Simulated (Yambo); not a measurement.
Yambo run on K2PdCl4 (space group P4/mmm, No. 123). The wavefunctions come from this Quantum ESPRESSO step (PBEsol, PseudoDojo standard norm-conserving files, scalar-relativistic):

```
&CONTROL
  calculation = 'nscf'
  pseudo_dir = './pseudo'
  outdir = './out'
/
&SYSTEM
  ibrav = 0
  nat = 7
  ntyp = 3
  ecutwfc = 82.0
  ecutrho = 328.0
  occupations = 'fixed'
  force_symmorphic = .true.
  nbnd = 218
/
&ELECTRONS
  conv_thr = 7.000000000000001e-09
  diago_full_acc = .true.
  diago_thr_init = 1e-08
/
ATOMIC_SPECIES
Cl 35.4500 Cl.upf
K 39.0983 K.upf
Pd 106.4200 Pd.upf
CELL_PARAMETERS angstrom
  7.057650000000   0.000000000000   0.000000000000
  0.000000000000   7.057650000000   0.000000000000
  0.000000000000   0.000000000000   4.096350000000
ATOMIC_POSITIONS crystal
Cl   0.232220000000   0.767780000000   0.000000000000
Cl   0.767780000000   0.232220000000   0.000000000000
Cl   0.232220000000   0.232220000000   0.000000000000
Cl   0.767780000000   0.767780000000   0.000000000000
K   0.500000000000   0.000000000000   0.500000000000
K   0.000000000000   0.500000000000   0.500000000000
Pd   0.000000000000   0.000000000000   0.000000000000
K_POINTS automatic
2 2 4 0 0 0
```

Yambo input:

```
rim_cut
gw0
dyson
el_el_corr
HF_and_locXC
ppa
em1d
RandQpts= 1000000
RandGvec= 1 Ry
EXXRLvcs= 82 Ry
VXCRLvcs= 328 Ry
Chimod= "HARTREE"
% BndsRnXp
 5 | 217 |
%
NGsBlkXp= 6 Ry
% LongDrXp
 1.0 | 1.0 | 1.0 |
%
PPAPntXp= 27.2114 eV
% GbndRnge
 1 | 217 |
%
GTermKind= "BG"
DysSolver= "n"
ExtendOut
% QPkrange
 1 | 1 | 32 | 33 |
 3 | 3 | 32 | 33 |
 4 | 4 | 32 | 33 |
 6 | 6 | 32 | 33 |
 7 | 7 | 32 | 33 |
 9 | 9 | 32 | 33 |
%
```

k points by index: 1 = Γ, 3 = Z, 4 = X, 6 = R, 7 = M, 9 = A.

Resulting energies as the program prints them:

```
#    K-point    Band    Eo [eV]    E [eV]    E-Eo [eV]    Vxc [eV]    Vnlxc [eV]    Sc|Eo [eV]    Sc|E [eV]    dSc/dw|Eo [eV]    Re(Z)    Im(Z)
#
    1    32    -0.104397    -1.344385    -1.239988    -19.95786    -25.30246    3.787836    4.104614    -6.950777    0.796533    -0.001439
    1    33    2.131291    3.534320    1.403029    -19.73205    -15.59390    -2.390860    -2.735127    -6.676205    0.802984    -0.002172
    3    32    -0.071669    -1.134639    -1.062970    -21.53467    -26.82731    3.958034    4.229667    -6.952639    0.796490    -0.001431
    3    33    2.166289    3.572665    1.406376    -19.77005    -15.62725    -2.390592    -2.736430    -6.690682    0.802641    -0.002210
    4    32    -0.044973    -1.290794    -1.245821    -19.92743    -25.23926    3.748455    4.066001    -6.935035    0.796900    -0.001426
    4    33    1.853299    3.220522    1.367222    -19.36255    -15.31661    -2.349381    -2.678708    -6.554123    0.805891    -0.001253
    6    32    -0.020144    -1.089485    -1.069342    -21.38801    -26.62391    3.894445    4.166562    -6.923553    0.797169    -0.001416
    6    33    1.911200    3.289287    1.378088    -19.47750    -15.41683    -2.349767    -2.682586    -6.571385    0.805479    -0.001272
    7    32    -0.062123    -1.313445    -1.251322    -19.87677    -25.18932    3.742404    4.061230    -6.932369    0.796963    -0.001434
    7    33    1.397740    2.685135    1.287394    -18.35573    -14.46070    -2.312366    -2.607637    -6.240681    0.813442    -0.001276
    9    32    0.000000    -1.066327    -1.066327    -21.34069    -26.54475    3.866981    4.137730    -6.908213    0.797527    -0.001409
    9    33    1.525013    2.862408    1.337394    -18.85838    -14.88158    -2.326383    -2.639409    -6.368622    0.810343    -0.001307
```
(The two width columns are left out.) Convergence of these settings isn't established.

Spin-orbit coupling is not included.

Geometry of the Materials Project entry, not relaxed at this level.
